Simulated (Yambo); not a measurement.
Yambo run on Ba$_{2}$H$_{3}$I (space group P-3m1, No. 164). The wavefunctions are PBEsol (Quantum ESPRESSO, PseudoDojo norm-conserving, 72 Ry, without SOC) ones on a 3×3×2 mesh (15 occupied bands); a = b = 4.5364 Å, c = 8.1196 Å, α = β = 90.00°, γ = 120.00°.

Yambo input:

```
rim_cut
gw0
dyson
el_el_corr
HF_and_locXC
mpa
em1d
RandQpts= 1000000
RandGvec= 1 Ry
EXXRLvcs= 72 Ry
VXCRLvcs= 288 Ry
Chimod= "HARTREE"
% BndsRnXm
 1 | 256 |
%
NGsBlkXm= 8 Ry
% LongDrXm
 1.0 | 1.0 | 1.0 |
%
EnSampXm= "2l"
EnGridXm= "lP"
% EnRngeXm
 0.0 | 40.0 | eV
%
% ImRngeXm
 2.72114 | 27.21138 | eV
%
% DmRngeXm
 0.02721 | 2.72114 | eV
%
ETStpsXm= 8
IntSolXm= "PT"
% GbndRnge
 1 | 256 |
%
GTermKind= "none"
DysSolver= "n"
ExtendOut
% QPkrange
 2 | 2 | 15 | 16 |
 4 | 4 | 16 | 16 |
%
```

k points by index: 2 = A, 4 = (0, 0.333, -0.5).

Table of the .qp output:

```
#    K-point    Band    Eo [eV]    E [eV]    E-Eo [eV]    Vxc [eV]    Vnlxc [eV]    Sc|Eo [eV]    Sc|E [eV]    dSc/dw|Eo [eV]    Re(Z)    Im(Z)
#
    2    15    0.000000    -0.936226    -0.936226    -10.66796    -13.32176    1.418581    1.717578    -8.686256    0.758017    -0.002726
    2    16    2.494551    3.042552    0.548001    -9.030598    -4.665806    -3.676121    -3.816791    -6.986518    0.795686    -0.003731
    4    16    2.399644    2.903943    0.504299    -8.362495    -4.167366    -3.565154    -3.690829    -6.782123    0.800472    -0.003554
```
(The two width columns are left out.) Convergence of these settings isn't established.

Geometry of the Materials Project entry, not relaxed at this level.

The structure is a Materials Project entry; no match was found in the copy of COD used, and its stability was not checked.
